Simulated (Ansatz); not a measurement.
O in its lowest state found on the top face of a (111) slab of W (Fm-3m (No. 225)), 4 planes, outer planes W (top) and W (bottom); 1 a cell of 6.99 Å², its atoms last:

```
CELL_PARAMETERS angstrom
2.84056 0.00000 0.00000
-1.42028 2.45999 0.00000
0.00000 0.00000 25.95791
ATOMIC_POSITIONS crystal
W 0.66667 0.33333 0.32745
W 0.33333 0.66667 0.41680
W 0.08048 0.91952 0.50635
W 0.82120 0.17880 0.59742
O 0.15154 0.84846 0.64393
```

Theory: DFT r2SCAN, scalar-relativistic, plane waves, PAW (Ansatz). Settings: cutoff 500 eV, Γ-centred mesh 12×12×1 on the computed 5-atom cell, Gaussian smearing of 0.10 eV; no spin polarisation. A dipole correction removes the field between periodic images along c.

The clean top face has a work function of 5.16 eV. Adsorption changes the slab's dipole along +c by Δp = -0.0672 e·Å a cell (-0.32 D an adsorbate).

Problem. What change of work function does the Helmholtz equation give?

Solution. A sheet of dipoles makes a step in an electron's potential energy of −e·Δp/(ε0·A), and e/ε0 = 180.95 eV·Å for Δp in e·Å: −180.95 × (-0.0672)/6.99 = +1.74 eV. This is the change of φ(top) − φ(bottom). If the bottom face is unmoved, φ(top) becomes 6.90 eV.

Problem. How does that compare with the calculation?

Solution. φ(top) changes by +1.76 eV and φ(bottom) by +0.02 eV, so their difference changes by +1.74 eV. The bottom face hardly moves.

Problem. What does the sign say about the electrons?

Solution. The change of dipole points into the surface (negative end outward), so the work function rises. Electrons gather on the vacuum side. Δp also holds the adsorbate's own dipole and the moves of the surface atoms, so it isn't a charge transfer alone.

Spin-orbit coupling is left out, which matters for the bands of heavy elements. Spin polarisation was left out, and a magnetic state may lie lower.

The reference crystal is the fcc form of W, which isn't its usual structure.